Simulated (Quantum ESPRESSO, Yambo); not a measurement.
**Levels of theory for the gap of WS2**

WS₂ (space group R3m, No. 160): one geometry, one set of PBEsol (pw.x of Quantum ESPRESSO, ONCV potentials, with spin-orbit coupling) orbitals, self-energies from Yambo (4×4×4 Γ-centred k mesh, bands 5 to 214 and a 8 Ry block in the screening, 214 bands in G with the Bruneval-Gonze terminator, plasmon pole fitted at 27.2 eV).

Cell and atoms were relaxed with PBE+D3(BJ) from Materials Project entry mp-9813, within its symmetry.

```json
[
 {"level": "PBEsol (Quantum ESPRESSO)", "gap Z → (0, 0, 0.25) (eV)": "1.17", "direct gap at Z (eV)": "2.08", "rough Yambo cost": "–"},
 {"level": "exchange only (Hartree-Fock self-energy on PBEsol orbitals)", "gap Z → (0, 0, 0.25) (eV)": "5.80", "direct gap at Z (eV)": "6.60", "rough Yambo cost": "about 1/8 (13 states)"},
 {"level": "static COHSEX@PBEsol", "gap Z → (0, 0, 0.25) (eV)": "1.90", "direct gap at Z (eV)": "2.68", "rough Yambo cost": "within a factor of two (3 states)"},
 {"level": "G0W0@PBEsol, plasmon pole", "gap Z → (0, 0, 0.25) (eV)": "1.65", "direct gap at Z (eV)": "2.44", "rough Yambo cost": "1 (13 states)"}
]
```

Bare exchange has no screening and gives the widest gap; static COHSEX screens it but leaves out the frequency dependence, which G0W0 restores. The mesh misses a band edge: along a dense path the PBEsol gap is 0.75 eV against 1.17 eV on the mesh.

Costs are rough ratios of core time on shared machines.

Convergence of the G0W0 settings was not tested.

This is not the ordinary phase of the substance.
